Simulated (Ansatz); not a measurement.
## Cs3SI: stable or not

It was reached by relaxing an invented guess, and it needn't be the stable form of this composition.

All numbers below come from DFT PBE, scalar-relativistic, plane waves, PAW (Ansatz 0.2.0). Cutoff 420 eV, Γ-centred 4×4×4 mesh (5-atom cell), Gaussian smearing of 0.02 eV, no spin polarisation.

```
Cs S I
1.0
     6.68749    0.00000    0.00000
     0.00000    6.68749    0.00000
     0.00000    0.00000    6.68749
Cs S I
3 1 1
Direct
  0.50000 0.00000 0.00000
  0.00000 0.50000 0.00000
  0.00000 0.00000 0.50000
  0.00000 0.00000 0.00000
  0.50000 0.50000 0.50000
```

The zero of energy is the elements' standard structures at the same level; no fitted shifts are applied.

Problem. These tests were run: energy against the elements; phonons at Γ. What do they show?

Solution.

| test | result |
| --- | --- |
| energy against the elements | −1.161 eV/atom |
| phonons at Γ | imaginary modes down to 24i cm⁻¹ |

It fails one test: phonons at Γ. So it isn't even a local minimum.

Spin–orbit coupling, which can matter for I, is left out. The reference forms of I and S are held partly by dispersion forces, which this level lacks. The run for the phonons used a 4×4×4 k mesh.
